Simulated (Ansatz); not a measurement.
Relaxation of a generated cell, CoSi2 built in the AFLOW prototype AB2_cP12_205_a_c (C2, as in FeS2); 12 atoms in the cell, which starts as Pa-3 (No. 205), cP12; a = b = c = 5.216 Å, α = β = γ = 90.00°. The numbers are results of PBE (plane waves to 420 eV, PAW, scalar-relativistic; Ansatz, a quantum-chemistry and plane-wave program), not measurements. Γ-centred k-mesh 4×4×4 on the run's cell (coarser than for final values), Fermi–Dirac smearing 0.05 eV. This is the first round of the run. Spin-polarised start, with parallel moments on Co.

The optimiser's lines from the output (shortened; P is positive under compression):

```
relax step   1: F+E_penalty+E_count = -25584.13070626 eV  Δ(F+E_penalty+E_count) = +0.000e0 eV  max|allowed force component| = 2.194e0 eV/Å  Δτ_max = 0.0000 Å  P = +42.751 GPa  Ω = 141.920 Å³  (17 SCF iters, dr2 threshold 1.00e-7 eV, accepted)
relax step   2: F+E_penalty+E_count = -25588.35754548 eV  Δ(F+E_penalty+E_count) = -4.227e0 eV  max|allowed force component| = 7.320e-1 eV/Å  Δτ_max = 0.0713 Å  P = +12.018 GPa  Ω = 159.893 Å³  (10 SCF iters, dr2 threshold 1.20e-6 eV, accepted)
relax step   3: F+E_penalty+E_count = -25589.05090337 eV  Δ(F+E_penalty+E_count) = -6.934e-1 eV  max|allowed force component| = 4.246e-1 eV/Å  Δτ_max = 0.0391 Å  P = +3.192 GPa  Ω = 168.076 Å³  (11 SCF iters, dr2 threshold 1.20e-6 eV, accepted)
relax step   4: F+E_penalty+E_count = -25589.64748543 eV  Δ(F+E_penalty+E_count) = -5.966e-1 eV  max|allowed force component| = 3.510e-1 eV/Å  Δτ_max = 0.1190 Å  P = +0.911 GPa  Ω = 170.075 Å³  (11 SCF iters, dr2 threshold 1.20e-6 eV, accepted)
relax step   5: F+E_penalty+E_count = -25590.77294492 eV  Δ(F+E_penalty+E_count) = -1.125e0 eV  max|allowed force component| = 4.323e-1 eV/Å  Δτ_max = 0.1933 Å  P = +0.178 GPa  Ω = 170.251 Å³  (11 SCF iters, dr2 threshold 1.20e-6 eV, accepted)
relax step   6: F+E_penalty+E_count = -25592.10656530 eV  Δ(F+E_penalty+E_count) = -1.334e0 eV  max|allowed force component| = 4.977e-1 eV/Å  Δτ_max = 0.1950 Å  P = -2.758 GPa  Ω = 170.566 Å³  (8 SCF iters, dr2 threshold 1.20e-6 eV, accepted)
relax step   7: F+E_penalty+E_count = -25593.76004115 eV  Δ(F+E_penalty+E_count) = -1.653e0 eV  max|allowed force component| = 5.837e-1 eV/Å  Δτ_max = 0.1961 Å  P = -3.543 GPa  Ω = 165.843 Å³  (8 SCF iters, dr2 threshold 1.20e-6 eV, accepted)
relax step   8: F+E_penalty+E_count = -25595.58132975 eV  Δ(F+E_penalty+E_count) = -1.821e0 eV  max|allowed force component| = 5.565e-1 eV/Å  Δτ_max = 0.1950 Å  P = -2.762 GPa  Ω = 159.053 Å³  (9 SCF iters, dr2 threshold 1.20e-6 eV, accepted)
relax step   9: F+E_penalty+E_count = -25596.65140333 eV  Δ(F+E_penalty+E_count) = -1.070e0 eV  max|allowed force component| = 7.452e-2 eV/Å  Δτ_max = 0.1950 Å  P = +1.543 GPa  Ω = 152.573 Å³  (9 SCF iters, dr2 threshold 1.20e-6 eV, accepted)
relax step  10: F+E_penalty+E_count = -25596.66594309 eV  Δ(F+E_penalty+E_count) = -1.454e-2 eV  max|allowed force component| = 6.438e-4 eV/Å  Δτ_max = 0.0169 Å  P = -0.007 GPa  Ω = 153.849 Å³  (8 SCF iters, dr2 threshold 1.20e-6 eV, accepted)
relax step  11: F+E_penalty+E_count = -25596.67064123 eV  Δ(F+E_penalty+E_count) = -4.698e-3 eV  max|allowed force component| = 6.442e-4 eV/Å  Δτ_max = 0.0000 Å  P = +0.007 GPa  Ω = 153.849 Å³  stress off target by 6.94e-3 GPa  SCF on the basis re-selected at this cell (its energy is not comparable with the rows above)  (13 SCF iters)
```

From the first to the last row the energy changes by -1.04 eV/atom and the volume by +8.4 %. The last row is marked as not comparable with the walk above it, whose basis was carried along; it does compare with step 1, since both stand on a basis selected at the nominal cutoff for their own cell.

Later rounds, restarted from the end of this one on a renewed k-mesh, logged 4 more steps and released under 0.01 eV/atom more. The final structure after all rounds: Fm-3m (No. 225), cF12, AFLOW prototype AB2_cF12_225_a_c (C1, as in CaF2); a = b = c = 5.3604 Å, α = β = γ = 90.00°. Between re-selections the logged energies stand on a plane-wave basis carried along with the cell. No spin polarisation in the result: the starting moments vanished. The relaxed primitive cell holds an odd number of electrons. A magnetic state may lie lower.

The run could not lose the symmetry of its start.

The first start was generated by placing the elements on the sites of a structure type. A measured structure of CoSi2 has the same space group, Fm-3m (No. 225); the sites were not compared with it.
